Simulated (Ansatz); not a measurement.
Relaxed In₂Si₂O₇ (space group C2/m):

```xyz
11
Lattice="3.2827 -4.2785 0.0000 3.2827 4.2785 0.0000 -1.0162 0.0000 4.5749" Properties=species:S:1:pos:R:3 pbc="T T T"
In     3.2827     1.6511     0.0000
In     3.2827    -1.6511     0.0000
Si     1.0457     0.0000     1.8785
Si     4.5036     0.0000     2.6964
O      4.2192    -1.3466     3.5721
O      1.3301     1.3466     1.0028
O      1.3301    -1.3466     1.0028
O      4.2192     1.3466     3.5721
O     -0.5081     0.0000     2.2875
O      3.6988     0.0000     1.2887
O      1.8505     0.0000     3.2862
```

The atoms are displaced by Q × the pattern below (from a DFPT mode at Γ, largest move 1; Q in Å), at fixed cell.

```json
[
 {"atom": "In1", "x": "0.002", "y": "0.000", "z": "-0.002"},
 {"atom": "In2", "x": "0.002", "y": "0.000", "z": "-0.002"},
 {"atom": "Si3", "x": "-0.211", "y": "0.000", "z": "0.071"},
 {"atom": "Si4", "x": "-0.211", "y": "0.000", "z": "0.071"},
 {"atom": "O5", "x": "-0.029", "y": "-0.034", "z": "0.030"},
 {"atom": "O6", "x": "-0.029", "y": "-0.034", "z": "0.030"},
 {"atom": "O7", "x": "-0.029", "y": "0.034", "z": "0.030"},
 {"atom": "O8", "x": "-0.029", "y": "0.034", "z": "0.030"},
 {"atom": "O9", "x": "0.971", "y": "0.000", "z": "-0.241"},
 {"atom": "O10", "x": "-0.071", "y": "0.000", "z": "-0.051"},
 {"atom": "O11", "x": "-0.071", "y": "0.000", "z": "-0.051"}
]
```

Calculation: LDA (plane waves to 420 eV, PAW, scalar-relativistic; Ansatz, a program for electronic structure). k mesh 5×5×6 (Γ-centred), Fermi-Dirac smearing 0.05 eV. Stress and pressure are positive under compression. Left out: 4 of 13 points, with atoms too close for the PAW data. In2Si2O7 was relaxed with its symmetry unable to fall. 

```json
[
 {"Q (Å)": "-0.187", "−dE/dQ from forces (eV/Å)": "22.426", "P (GPa)": "[?]"},
 {"Q (Å)": "-0.140", "−dE/dQ from forces (eV/Å)": "15.115", "P (GPa)": "3.3"},
 {"Q (Å)": "-0.093", "−dE/dQ from forces (eV/Å)": "[?]", "P (GPa)": "[?]"},
 {"Q (Å)": "-0.047", "−dE/dQ from forces (eV/Å)": "4.420", "P (GPa)": "0.4"},
 {"Q (Å)": "0.000", "−dE/dQ from forces (eV/Å)": "0.000", "P (GPa)": "0.0"},
 {"Q (Å)": "0.047", "−dE/dQ from forces (eV/Å)": "-4.420", "P (GPa)": "0.4"},
 {"Q (Å)": "0.093", "−dE/dQ from forces (eV/Å)": "[?]", "P (GPa)": "[?]"},
 {"Q (Å)": "0.140", "−dE/dQ from forces (eV/Å)": "-15.115", "P (GPa)": "3.3"},
 {"Q (Å)": "0.187", "−dE/dQ from forces (eV/Å)": "-22.426", "P (GPa)": "[?]"}
]
```

Q: Fill in the missing entries.

A: 
- -0.187, P (GPa): 6.0
- -0.093, −dE/dQ from forces (eV/Å): 9.295
- -0.093, P (GPa): 1.4
- 0.093, −dE/dQ from forces (eV/Å): -9.295
- 0.093, P (GPa): 1.4
- 0.187, P (GPa): 6.0

(A displaced cell: forces are minus the slopes of the energy, force constants its curvatures, and phonons follow from these.)
